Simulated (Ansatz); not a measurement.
Input:

Ni₃Sn₂:
```cif
data_Ni12Sn8
_chemical_formula_sum 'Ni12 Sn8'
_space_group_name_H-M_alt 'P 1'
_space_group_IT_number 1
_cell_length_a 7.05533
_cell_length_b 5.14592
_cell_length_c 8.07708
_cell_angle_alpha 90.000
_cell_angle_beta 90.000
_cell_angle_gamma 90.000
loop_
_space_group_symop_operation_xyz
  'x, y, z'
loop_
_atom_site_label
_atom_site_type_symbol
_atom_site_fract_x
_atom_site_fract_y
_atom_site_fract_z
_atom_site_occupancy
Ni1 Ni 0.90793 0.75000 0.37280 1
Ni2 Ni 0.09207 0.25000 0.62720 1
Ni3 Ni 0.59207 0.25000 0.87280 1
Ni4 Ni 0.40793 0.75000 0.12720 1
Ni5 Ni 0.23397 0.99555 0.37527 1
Ni6 Ni 0.76603 0.00445 0.62473 1
Ni7 Ni 0.26603 0.00445 0.87527 1
Ni8 Ni 0.73397 0.99555 0.12473 1
Ni9 Ni 0.73397 0.50445 0.12473 1
Ni10 Ni 0.26603 0.49555 0.87527 1
Ni11 Ni 0.76603 0.49555 0.62473 1
Ni12 Ni 0.23397 0.50445 0.37527 1
Sn1 Sn 0.55964 0.75000 0.40496 1
Sn2 Sn 0.44036 0.25000 0.59504 1
Sn3 Sn 0.94036 0.25000 0.90496 1
Sn4 Sn 0.05964 0.75000 0.09504 1
Sn5 Sn 0.09762 0.75000 0.64168 1
Sn6 Sn 0.90238 0.25000 0.35832 1
Sn7 Sn 0.40238 0.25000 0.14168 1
Sn8 Sn 0.59762 0.75000 0.85832 1
```

This is the PBEsol-relaxed structure.

Task: All from DFT-PBEsol in the program Ansatz with PAW potentials, unless another level is named. Give the density of states at the Fermi level.

Result: 0.60 states/eV per atom (mean over ±0.08 eV).

Task: And the formation energy from the elements (no fitted shifts)?

Result: -0.30 eV/atom.

Space group Pnma. The first step of the workflow began from a Materials Project structure, measured or hypothetical; the Crystallography Open Database files this formula in space group No. 62, but the cells were not matched. Whether it is the stable phase at ambient conditions was not checked. Symmetry was held in the PBEsol relaxation; its stability against distortions is not shown here. No spin polarisation was allowed. The references are the lowest solids computed at this level, not always the standard phases. Spin–orbit coupling is left out wherever it is not named.

Potentials: the later of the program's two PAW sets.
